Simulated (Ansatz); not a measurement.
Input file for Ansatz (a program for electronic structure):

Ansatz 0.2 input:
```yaml
crystal:
  lattice:
    - [0.0, 1.9468121746, 1.9468121746]
    - [1.9468121746, 0.0, 1.9468121746]
    - [1.9468121746, 1.9468121746, 0.0]
  atoms:
    - { symbol: Pt, position: [0.0, 0.0, 0.0] }
kpoints:
  mp_grid: { grid: [38, 38, 38] }
hamiltonian:
  xc: lda
  pseudopotentials: { azcp: { folder: ./paw }, kind: paw }
scf:
  occupations: { method: fermi_dirac, width: 0.1 }
elastic: { mode: relaxed_ion, stencil: two_point, amplitude: 0.005, f_tol: 0.0005 }
```

Output (shortened):

```
Pseudopotential: Pt, paw, valence charge 18
Functional definition: SPW92
Crystal: 1 atoms, lattice volume = 14.757 Å³
Basis set: ecut = 420 eV, 283 PW (Γ)
Bands: 13, of which v1, the nominal top of the filled ones, is band 9 counted from 1 (8 counted from 0)
Symmetry: 48 space group operations
Space group: Fm-3m (ITA 225), of the structure as read, at distance tolerance 2.5e-5 Å
k-points: 1440 of 54872
SCF iter   1: F=—  HF=-12246.722950 eV  |F-HF|=—  |Δ(HF+E_count)|=         —  Δρ=9.35e-2  dr2=1.19e0  ethr=3.10e-3  ⟨swp⟩=4.9  Hψ=95623  notcnv=0
preconditioner: auto → none
SCF iter   2: F=—  HF=-12246.378825 eV  |F-HF|=—  |Δ(HF+E_count)|=   3.44e-1  Δρ=4.25e-2  dr2=2.28e-1  ethr=3.10e-3  ⟨swp⟩=2.2  Hψ=36600  notcnv=0
SCF iter   3: F=—  HF=-12246.304234 eV  |F-HF|=—  |Δ(HF+E_count)|=   7.46e-2  Δρ=4.53e-3  dr2=1.08e-3  ethr=1.27e-3  ⟨swp⟩=2.0  Hψ=30910  notcnv=0
SCF iter   4: F=—  HF=-12246.305043 eV  |F-HF|=—  |Δ(HF+E_count)|=   8.09e-4  Δρ=1.86e-4  dr2=3.04e-6  ethr=6.03e-6  ⟨swp⟩=2.2  Hψ=32816  notcnv=0
SCF iter   5: F=—  HF=-12246.305048 eV  |F-HF|=—  |Δ(HF+E_count)|=   4.83e-6  Δρ=3.52e-5  dr2=1.61e-7  ethr=1.69e-8  ⟨swp⟩=2.5  Hψ=31982  notcnv=0
SCF iter   6: F=—  HF=-12246.305049 eV  |F-HF|=—  |Δ(HF+E_count)|=   1.62e-6  Δρ=5.60e-6  dr2=4.01e-9  ethr=8.97e-10  ⟨swp⟩=2.2  Hψ=27802  notcnv=0
SCF iter   7: F=—  HF=-12246.305049 eV  |F-HF|=—  |Δ(HF+E_count)|=   1.34e-9  Δρ=4.00e-7  dr2=1.81e-11  ethr=2.23e-11  ⟨swp⟩=2.2  Hψ=27405  notcnv=0
SCF iter   8: F=-12246.305049 eV  HF=-12246.305049 eV  |F-HF|=5.46e-12  |Δ(HF+E_count)|=  9.09e-12  Δρ=2.84e-8  dr2=9.01e-14  ethr=1.00e-12  ⟨swp⟩=3.0  Hψ=78847  notcnv=0
SCF 1 converged in 8 iterations: F = -12246.305049 eV  dr2 = 9.01e-14
Crystal: 1 atoms, lattice volume = 14.683 Å³
Symmetry: 16 space group operations
k-points: 3910 of 54872
iter 1 solved again at ethr=4.27e-7 eV; its pass at ethr=3.10e-3 eV (dr2=7.69e-5 eV) is discarded
SCF iter   1: F=—  HF=-12246.304432 eV  |F-HF|=—  |Δ(HF+E_count)|=         —  Δρ=8.57e-4  dr2=2.82e-5  ethr=4.27e-7  ⟨swp⟩=2.2  Hψ=338798  notcnv=0
preconditioner: auto → none
SCF iter   2: F=—  HF=-12246.304423 eV  |F-HF|=—  |Δ(HF+E_count)|=   8.80e-6  Δρ=3.61e-4  dr2=3.91e-6  ethr=1.57e-7  ⟨swp⟩=1.9  Hψ=67956  notcnv=0
SCF iter   3: F=—  HF=-12246.304422 eV  |F-HF|=—  |Δ(HF+E_count)|=   9.15e-7  Δρ=7.00e-5  dr2=4.64e-7  ethr=2.17e-8  ⟨swp⟩=2.1  Hψ=86625  notcnv=0
SCF iter   4: F=—  HF=-12246.304424 eV  |F-HF|=—  |Δ(HF+E_count)|=   1.93e-6  Δρ=1.30e-5  dr2=7.84e-9  ethr=2.58e-9  ⟨swp⟩=2.0  Hψ=70147  notcnv=0
SCF iter   5: F=—  HF=-12246.304424 eV  |F-HF|=—  |Δ(HF+E_count)|=   1.22e-9  Δρ=2.24e-6  dr2=2.26e-10  ethr=4.36e-11  ⟨swp⟩=2.1  Hψ=78123  notcnv=0
SCF iter   6: F=—  HF=-12246.304424 eV  |F-HF|=—  |Δ(HF+E_count)|=  1.06e-10  Δρ=8.80e-8  dr2=3.38e-13  ethr=1.26e-12  ⟨swp⟩=1.0  Hψ=51229  notcnv=0
SCF iter   7: F=-12246.304424 eV  HF=-12246.304424 eV  |F-HF|=1.09e-11  |Δ(HF+E_count)|=  1.82e-12  Δρ=9.82e-9  dr2=5.09e-15  ethr=1.00e-12  ⟨swp⟩=4.0  Hψ=159729  notcnv=0
SCF 2 converged in 7 iterations: F = -12246.304424 eV  dr2 = 5.09e-15
Crystal: 1 atoms, lattice volume = 14.831 Å³
iter 1 solved again at ethr=1.01e-9 eV; its pass at ethr=3.10e-3 eV (dr2=1.81e-7 eV) is discarded
SCF iter   1: F=—  HF=-12246.304789 eV  |F-HF|=—  |Δ(HF+E_count)|=         —  Δρ=2.21e-4  dr2=1.86e-7  ethr=1.01e-9  ⟨swp⟩=2.1  Hψ=323861  notcnv=0
preconditioner: auto → none
SCF iter   2: F=—  HF=-12246.304791 eV  |F-HF|=—  |Δ(HF+E_count)|=   1.98e-6  Δρ=1.10e-4  dr2=4.00e-8  ethr=1.01e-9  ⟨swp⟩=1.0  Hψ=50830  notcnv=0
SCF iter   3: F=—  HF=-12246.304792 eV  |F-HF|=—  |Δ(HF+E_count)|=   6.50e-7  Δρ=1.85e-5  dr2=8.80e-9  ethr=2.22e-10  ⟨swp⟩=2.6  Hψ=74849  notcnv=0
SCF iter   4: F=—  HF=-12246.304792 eV  |F-HF|=—  |Δ(HF+E_count)|=   1.27e-8  Δρ=9.50e-7  dr2=1.33e-11  ethr=4.89e-11  ⟨swp⟩=2.1  Hψ=71601  notcnv=0
SCF iter   5: F=—  HF=-12246.304792 eV  |F-HF|=—  |Δ(HF+E_count)|=  3.27e-11  Δρ=1.12e-7  dr2=3.78e-13  ethr=7.36e-14 (applied; sched 1.00e-12)  ⟨swp⟩=2.1  Hψ=83462  notcnv=0
SCF iter   6: F=-12246.304792 eV  HF=-12246.304792 eV  |F-HF|=0.00e0  |Δ(HF+E_count)|=  1.82e-12  Δρ=7.83e-9  dr2=5.71e-15  ethr=1.00e-12  ⟨swp⟩=4.0  Hψ=158141  notcnv=0
SCF 3 converged in 6 iterations: F = -12246.304792 eV  dr2 = 5.71e-15
Crystal: 1 atoms, lattice volume = 14.757 Å³
Symmetry: 8 space group operations
k-points: 7430 of 54872
iter 1 solved again at ethr=5.83e-7 eV; its pass at ethr=3.10e-3 eV (dr2=1.05e-4 eV) is discarded
SCF iter   1: F=—  HF=-12246.304958 eV  |F-HF|=—  |Δ(HF+E_count)|=         —  Δρ=9.01e-4  dr2=3.73e-5  ethr=5.83e-7  ⟨swp⟩=2.0  Hψ=623495  notcnv=0
preconditioner: auto → none
SCF iter   2: F=—  HF=-12246.304943 eV  |F-HF|=—  |Δ(HF+E_count)|=   1.55e-5  Δρ=2.83e-4  dr2=2.28e-6  ethr=2.07e-7  ⟨swp⟩=2.0  Hψ=157169  notcnv=0
SCF iter   3: F=—  HF=-12246.304944 eV  |F-HF|=—  |Δ(HF+E_count)|=   1.29e-6  Δρ=7.38e-5  dr2=1.49e-7  ethr=1.26e-8  ⟨swp⟩=1.0  Hψ=96590  notcnv=0
SCF iter   4: F=—  HF=-12246.304944 eV  |F-HF|=—  |Δ(HF+E_count)|=   3.15e-8  Δρ=3.47e-6  dr2=3.99e-10  ethr=8.26e-10  ⟨swp⟩=1.0  Hψ=96630  notcnv=0
SCF iter   5: F=—  HF=-12246.304944 eV  |F-HF|=—  |Δ(HF+E_count)|=  1.47e-10  Δρ=9.51e-7  dr2=1.22e-10  ethr=2.21e-12  ⟨swp⟩=2.6  Hψ=161409  notcnv=0
SCF iter   6: F=—  HF=-12246.304944 eV  |F-HF|=—  |Δ(HF+E_count)|=  4.73e-11  Δρ=1.51e-7  dr2=1.03e-12  ethr=6.77e-13 (applied; sched 1.00e-12)  ⟨swp⟩=2.1  Hψ=135844  notcnv=0
SCF iter   7: F=-12246.304944 eV  HF=-12246.304944 eV  |F-HF|=5.46e-12  |Δ(HF+E_count)|=  1.09e-11  Δρ=2.27e-8  dr2=1.29e-14  ethr=1.00e-12  ⟨swp⟩=4.0  Hψ=303564  notcnv=0
SCF 4 converged in 7 iterations: F = -12246.304944 eV  dr2 = 1.29e-14
Crystal: 1 atoms, lattice volume = 14.757 Å³
iter 1 solved again at ethr=5.36e-11 eV; its pass at ethr=3.10e-3 eV (dr2=9.64e-9 eV) is discarded
SCF iter   1: F=—  HF=-12246.304944 eV  |F-HF|=—  |Δ(HF+E_count)|=         —  Δρ=1.32e-5  dr2=9.79e-9  ethr=5.36e-11  ⟨swp⟩=2.6  Hψ=634228  notcnv=0
preconditioner: auto → none
SCF iter   2: F=—  HF=-12246.304944 eV  |F-HF|=—  |Δ(HF+E_count)|=   3.17e-9  Δρ=5.06e-6  dr2=6.33e-10  ethr=5.36e-11  ⟨swp⟩=2.1  Hψ=134584  notcnv=0
SCF iter   3: F=—  HF=-12246.304944 eV  |F-HF|=—  |Δ(HF+E_count)|=  2.38e-10  Δρ=2.23e-6  dr2=1.06e-10  ethr=3.52e-12  ⟨swp⟩=2.7  Hψ=152251  notcnv=0
SCF iter   4: F=—  HF=-12246.304944 eV  |F-HF|=—  |Δ(HF+E_count)|=  2.73e-11  Δρ=1.26e-7  dr2=4.22e-13  ethr=5.90e-13 (applied; sched 1.00e-12)  ⟨swp⟩=1.2  Hψ=103092  notcnv=0
SCF iter   5: F=-12246.304944 eV  HF=-12246.304944 eV  |F-HF|=0.00e0  |Δ(HF+E_count)|=  1.82e-12  Δρ=2.93e-8  dr2=2.70e-14  ethr=1.00e-12  ⟨swp⟩=4.0  Hψ=300306  notcnv=0
SCF 5 converged in 5 iterations: F = -12246.304944 eV  dr2 = 2.70e-14
SCF converged after 8 iterations
Free energy (F): -12246.305049 eV
Harris-Foulkes:  -12246.305049 eV  (|F-HF|=5.46e-12)
Internal energy: -12246.251903 eV  (E = F + TS)
E sigma→0 (E₀):  -12246.278476 eV
Entropy (-TS):   -0.053146 eV (-53.146 meV/atom)
Fermi energy:    23.725993 eV
--- Per-component energies (eV) ---
  E_band       = -125.233049
  E_kinetic    = 598.089923
  E_local      = -1402.428618  (includes V_loc(G=0)·N_el)
  E_nonlocal   = 211.115073
  E_hartree    = 531.869882
  E_xc         = -231.553837
  E_vxc        = -271.798993  (∫ρ·V_xc dr)
  E_paw        = -9206.933487  (= ΣΔE_a)
  E_vpaw       = -323.951374  (= ΣTr[D̂ρ^β])
  E_aug_tail   = 0.001163  (compensation charges beyond the density's cutoff)
  E_ewald      = -2746.875910
  E_core_change = 0.463908  (= ΣΔE_core)
  E_smearing   = -0.053146  (= −TS)
  E_closure    = 0.000000  (closes the sum)
  Σ components = -12246.305049   (vs F -12246.305049, Δ=0.00e0)
  [band-id]    e_kinetic+e_local+e_nonlocal+2·e_hartree+e_vxc+e_vpaw+e_augmentation_tail = -125.233062   (vs E_band -125.233049, Δ=-1.36e-5)
--- Forces (eV/Å), atoms counted from 1 ---
  atom   1  Pt     0.00000000     0.00000000     0.00000000
  max |Σ_I F_I| component: 0.0 eV/Å
--- Stress (GPa, compression-positive) ---
        0.389009       0.000000       0.000000
        0.000000       0.389009       0.000000
        0.000000       0.000000       0.389009
  P = ⅓ Tr σ = 0.3890 GPa (3.890 kbar)
--- Band table (eV; the first three rows and the last of 1440) ---
  k-point 0: bands = ["-75.0732", "-28.8664", "-28.8664", "-28.8664", "13.1664", "19.7581", "19.7581", "19.7581", "22.0289", "22.0289", "38.3095", "43.3076", "43.3076"]
  k-point 1: bands = ["-75.0730", "-28.8700", "-28.8669", "-28.8669", "13.1953", "19.7447", "19.7700", "19.7700", "22.0219", "22.0219", "38.3552", "43.1431", "43.3519"]
  k-point 2: bands = ["-75.0722", "-28.8807", "-28.8684", "-28.8684", "13.2814", "19.7057", "19.8048", "19.8048", "22.0020", "22.0020", "38.4897", "42.7067", "43.4837"]
  k-point 1439: bands = ["-75.0243", "-29.2207", "-29.1964", "-29.0643", "17.8148", "18.7570", "19.1962", "21.6426", "24.2375", "30.8788", "31.7445", "32.3975", "35.9717"]
--- Elastic constants: 2 strain directions × 2 members + reference (group order 48) ---
  dense FFT box of the reference and of every strained cell: 20×20×20
  strains applied: 11, 23; error gains: componentwise 1.00 (the most a stress slope's error grows in a printed constant), spectral 1.73 (1 for all six strains …
  C = ∂σ_k/∂η_j (tension-positive GPa; Voigt order 11 22 33 23 13 12):
       383.654    269.586    269.586      0.000      0.000      0.000
       269.586    383.654    269.586      0.000      0.000      0.000
       269.586    269.586    383.654      0.000      0.000      0.000
         0.000      0.000      0.000     91.554      0.000      0.000
         0.000      0.000      0.000      0.000     91.554      0.000
         0.000      0.000      0.000      0.000      0.000     91.554
  reference stress σ⁰ (GPa):     -0.389     -0.389     -0.389      0.000      0.000      0.000
  C* (energy form; C + prestress term) asymmetry max|C*_kj − C*_jk| = 5.684e-14 GPa — a small one proves nothing (zero by symmetry where the batch's group is …
  moduli (Voigt/Reuss/Hill, GPa): K = 307.61/307.61/307.61   G = 77.75/73.71/75.73   E = 209.95   ν = 0.386
  mechanically stable: yes (min eigenvalue of sym C = 91.55 GPa)
  where every solve meets its electron count the energy-path curvature estimates C_jj along a normal strain and C_jj − ¼(σ⁰_aa + σ⁰_bb) along a shear (ab), of …
  strain η (Voigt 11):  stress-route row diagonal C_11 = 383.65 GPa, energy-path curvature d²(F+E_count+ΔE)/dδ²/Ω₀ = 383.71 GPa
         δ    σ_11 (GPa)             F (eV)   n_scf  n_hpsi   n_pw
    -5.000e-3      -2.3365      -12246.3044240       7  899527    302   relax 0 steps, max|allowed force component| 0.00e0 eV/Å
     5.000e-3       1.5000      -12246.3047916       6  809664    303   relax 0 steps, max|allowed force component| 0.00e0 eV/Å
  strain η (Voigt 23):  stress-route row diagonal C_44 = 91.55 GPa, energy-path curvature d²(F+E_count+ΔE)/dδ²/Ω₀ = 91.74 GPa
         δ    σ_23 (GPa)             F (eV)   n_scf  n_hpsi   n_pw
    -5.000e-3      -0.4578      -12246.3049438       7  1663863    302   relax 0 steps, max|allowed force component| 0.00e0 eV/Å
     5.000e-3       0.4578      -12246.3049438       5  1413623    302   relax 0 steps, max|allowed force component| 0.00e0 eV/Å
```

Cost: very roughly 2.9 core-minutes on shared cores.

Symmetry was held in the LDA relaxation. No spin polarisation was allowed. As this level gives no gap, shear constants depend on the k-mesh and smearing (Fermi–Dirac, 0.1 eV here). On the denser mesh and wider smearing of the elastic run this cell carries a stress of 0.4 GPa. Spin–orbit coupling is left out wherever it is not named.

Potentials: the earlier of the program's two PAW sets.

Ansatz is a plane-wave DFT program.
